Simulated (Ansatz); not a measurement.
InGaN$_{2}$:
```yaml
crystal:
  lattice:
    - [3.35931, 0.00000, 0.00000]
    - [-1.67965, 2.90925, 0.00000]
    - [0.00000, 0.00000, 5.50462]
  atoms:
    - { symbol: In, position: [0.00000, 0.00000, 0.99763] }
    - { symbol: Ga, position: [0.66667, 0.33333, 0.49549] }
    - { symbol: N, position: [0.66667, 0.33333, 0.14619] }
    - { symbol: N, position: [0.00000, 0.00000, 0.60230] }
```

This is the r²SCAN-relaxed structure. x, y and z are the axes in which the lattice vectors are written.

Q: All from r²SCAN in the plane-wave PAW code Ansatz, unless another level is named. Predict the gap with spin–orbit coupling.

A: 0.67 eV.

Q: What about the hole effective mass, band 2 of 2 at the edge?

A: 0.086 along x, 2.3 along z (mₑ).

Q: Predict the Z2 indices of the occupied bands with spin–orbit coupling.

A: 0;(000).

Space group P3m1. The workflow started from a Materials Project entry (that database holds measured and hypothetical structures alike); the Crystallography Open Database copy checked does not list it. Its standing as an ambient phase is unchecked. Symmetry was held in the r²SCAN relaxation; of distortions, only those at the zone centre were tested. Spin–orbit coupling is left out wherever it is not named.

Potentials: the later of the program's two PAW sets.
